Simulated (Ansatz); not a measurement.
# Structure relaxation, Cr

The start is a generated cell, Cr built in the AFLOW prototype A_tP12_96_ab (as in Si). Cell shape, volume and atoms are optimised at zero target pressure with PBEsol (plane waves to 420 eV, PAW, scalar-relativistic; Ansatz, a program for electronic structure). The first steps use a coarse 6×6×5 k-mesh.

Initial structure:
```yaml
crystal:
  lattice:
    - [4.84529, 0.00000, 0.00000]
    - [0.00000, 4.84529, 0.00000]
    - [0.00000, 0.00000, 6.10506]
  atoms:
    - { symbol: Cr, position: [0.08490, 0.08490, 0.00000] }
    - { symbol: Cr, position: [0.58490, 0.41510, 0.25000] }
    - { symbol: Cr, position: [0.41510, 0.58490, 0.75000] }
    - { symbol: Cr, position: [0.91510, 0.91510, 0.50000] }
    - { symbol: Cr, position: [0.17520, 0.37920, 0.27420] }
    - { symbol: Cr, position: [0.67520, 0.12080, 0.97580] }
    - { symbol: Cr, position: [0.32480, 0.87920, 0.47580] }
    - { symbol: Cr, position: [0.82480, 0.62080, 0.77420] }
    - { symbol: Cr, position: [0.62080, 0.82480, 0.22580] }
    - { symbol: Cr, position: [0.12080, 0.67520, 0.02420] }
    - { symbol: Cr, position: [0.87920, 0.32480, 0.52420] }
    - { symbol: Cr, position: [0.37920, 0.17520, 0.72580] }
```
Spin-polarised start, with parallel moments on Cr.

### Question
How does the volume change?

### Answer
+0.7 %, from 11.94 to 12.03 Å³/atom.

### Question
How do the shortest distances between atoms change?

### Answer
The closest pairs of elements (up to four, under 3.6 Å), start → end: Cr–Cr 2.00 → 2.23 Å.

### Question
What band gap does the relaxed structure have at this level?

### Answer
Zero (metallic).

### Question
Give the final cell and atomic positions.

### Answer

Space group P4₃2₁2 (No. 96); a = b = 4.5720 Å, c = 6.9045 Å, α = β = γ = 90.00°

```json
[
 {"atom": "Cr", "site": "4a", "symmetry": "..2", "x": "0.1533", "y": "0.1533", "z": "0.0000"},
 {"atom": "Cr", "site": "8b", "symmetry": "1", "x": "0.1062", "y": "0.2740", "z": "0.3578"}
]
```

The space group stays P4₃2₁2 (No. 96) (the run could not lower it), with 12 atoms in the primitive cell. Final values are on a 8×8×6 k-mesh of the relaxed cell. The start holds a very short contact (Cr–Cr 2.00 Å). No spin polarisation in the result: the starting moments vanished. A magnetic state may lie lower.

The run could not lose the symmetry of its start, so the end can be a saddle point.

The relaxed structure here is a generated cell of Cr: the first start was made by placing the elements on the sites of a structure type, and the end was not matched to a known phase here, so it may be hypothetical. Known forms of Cr include space group No. 229.
